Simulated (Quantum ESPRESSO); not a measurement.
## Band energies of SrNH

```
SrNH
1.0
    7.54225     0.00000     0.00000
    0.00000     3.95268     0.00000
    0.00000     0.00000     5.59960
H N Sr
4 4 4
Direct
  0.01801   0.25000   0.10941
  0.98199   0.75000   0.89059
  0.48199   0.75000   0.60941
  0.51801   0.25000   0.39059
  0.11664   0.25000   0.23703
  0.88336   0.75000   0.76297
  0.38336   0.75000   0.73703
  0.61664   0.25000   0.26297
  0.35283   0.75000   0.19279
  0.64717   0.25000   0.80721
  0.14717   0.25000   0.69279
  0.85283   0.75000   0.30721
```

norm-conserving LDA (Quantum ESPRESSO, 84 Ry, no spin-orbit coupling); path ΓXSYΓZURTZ,YT,UX,SR; energies in eV from the valence-band maximum.

| k (1/Å) | point | band 28 | band 29 | band 30 | band 31 | band 32 | band 33 | band 34 | band 35 |
|---|---|---|---|---|---|---|---|---|---|
| 0.00 | Γ | -0.88 | -0.33 | -0.28 | -0.10 | 0.00 | 1.90 | 2.01 | 3.69 |
| 0.60 |  | -0.75 | -0.72 | -0.58 | -0.55 | -0.55 | 1.99 | 2.11 | 3.82 |
| 0.79 | X | -0.71 | -0.66 | -0.66 | -0.45 | -0.45 | 1.85 | 1.85 | 4.07 |
| 1.36 | S | -1.19 | -0.87 | -0.87 | -0.74 | -0.74 | 3.79 | 3.79 | 4.15 |
| 1.95 |  | -1.14 | -0.66 | -0.66 | -0.47 | -0.47 | 3.07 | 3.07 | 4.11 |
| 2.15 | Y | -1.18 | -0.56 | -0.56 | -0.20 | -0.20 | 2.77 | 2.77 | 3.89 |
| 2.52 |  | -0.94 | -0.38 | -0.27 | -0.24 | -0.04 | 1.99 | 2.39 | 3.87 |
| 2.71 | Γ | -0.88 | -0.33 | -0.28 | -0.10 | 0.00 | 1.90 | 2.01 | 3.69 |
| 3.13 | Z | -0.77 | -0.73 | -0.73 | -0.50 | -0.50 | 3.11 | 3.11 | 3.52 |
| 3.29 |  | -0.90 | -0.71 | -0.71 | -0.35 | -0.35 | 3.14 | 3.14 | 3.48 |
| 3.76 |  | -1.25 | -0.65 | -0.65 | -0.47 | -0.47 | 2.59 | 2.59 | 3.08 |
| 3.92 | U | -1.26 | -0.62 | -0.62 | -0.62 | -0.62 | 2.76 | 2.76 | 2.76 |
| 4.30 |  | -1.42 | -0.83 | -0.83 | -0.83 | -0.83 | 3.60 | 3.60 | 3.60 |
| 4.48 | R | -1.47 | -0.89 | -0.89 | -0.89 | -0.89 | 4.32 | 4.32 | 4.32 |
| 4.80 |  | -1.20 | -0.86 | -0.86 | -0.70 | -0.70 | 4.30 | 4.30 | 4.30 |
| 5.28 | T | -1.19 | -0.90 | -0.90 | -0.56 | -0.56 | 3.69 | 3.69 | 3.98 |
| 5.42 |  | -1.15 | -0.88 | -0.88 | -0.55 | -0.55 | 3.57 | 3.57 | 3.98 |
| 5.84 | Z | -0.77 | -0.73 | -0.73 | -0.50 | -0.50 | 3.11 | 3.11 | 3.52 |
| 5.84 | Y | -1.18 | -0.56 | -0.56 | -0.20 | -0.20 | 2.77 | 2.77 | 3.89 |
| 6.26 | T | -1.19 | -0.90 | -0.90 | -0.56 | -0.56 | 3.69 | 3.69 | 3.98 |
| 6.26 | U | -1.26 | -0.62 | -0.62 | -0.62 | -0.62 | 2.76 | 2.76 | 2.76 |
| 6.53 |  | -0.72 | -0.70 | -0.70 | -0.49 | -0.49 | 1.96 | 1.96 | 3.83 |
| 6.67 | X | -0.71 | -0.66 | -0.66 | -0.45 | -0.45 | 1.85 | 1.85 | 4.07 |
| 6.67 | S | -1.19 | -0.87 | -0.87 | -0.74 | -0.74 | 3.79 | 3.79 | 4.15 |
| 7.09 | R | -1.47 | -0.89 | -0.89 | -0.89 | -0.89 | 4.32 | 4.32 | 4.32 |

The LDA gap is indirect, 1.85 eV, from Γ to X; the smallest direct gap is 1.90 eV.

Geometry of the Materials Project entry, not relaxed at this level.

The structure is a Materials Project entry; no match was found in the copy of COD used, and its stability was not checked.

Letters of k points follow the standard setting of the lattice, whose axes may be ordered differently from the printed cell.
